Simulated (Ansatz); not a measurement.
Q: Name crystals whose computed values (LDA (plane waves, PAW; program Ansatz)) fall in these windows: B₀ by P(V) fit (GPa) 160 to 210; G_Hill (GPa) 76 to 110; Θ_D (K) 460 to 670.

A: 

```json
[
 {"crystal": "SiNi, Pnma (Si on 4c, Ni on 4c)", "B₀ by P(V) fit (GPa)": "191", "G_Hill (GPa)": "92.0", "Θ_D (K)": "564"},
 {"crystal": "SnO2, rutile", "B₀ by P(V) fit (GPa)": "202", "G_Hill (GPa)": "92.5", "Θ_D (K)": "529"},
 {"crystal": "MgZn2O3, P-3m1 (Mg on 1a, Zn on 2d, O on 2d, O on 1b)", "B₀ by P(V) fit (GPa)": "195", "G_Hill (GPa)": "86.9", "Θ_D (K)": "599"},
 {"crystal": "CoSi2, fluorite or antifluorite type", "B₀ by P(V) fit (GPa)": "203", "G_Hill (GPa)": "78.3", "Θ_D (K)": "562"},
 {"crystal": "AlNi, CsCl type", "B₀ by P(V) fit (GPa)": "186", "G_Hill (GPa)": "83.6", "Θ_D (K)": "541"}
]
```
Others may fit too.

Standing as an ambient phase not checked: MgZn2O3, P-3m1 (Mg on 1a, Zn on 2d, O on 2d, O on 1b). Perhaps ordered models of mixed-site phases: MgZn2O3, P-3m1 (Mg on 1a, Zn on 2d, O on 2d, O on 1b). All cells were relaxed under the symmetry of their starts (and spin orders); stability against distortions was not tested throughout. Rows with no word on spin ran without spin polarisation. Spin–orbit coupling is left out wherever it is not named.

Potentials: the later of the program's two PAW sets.
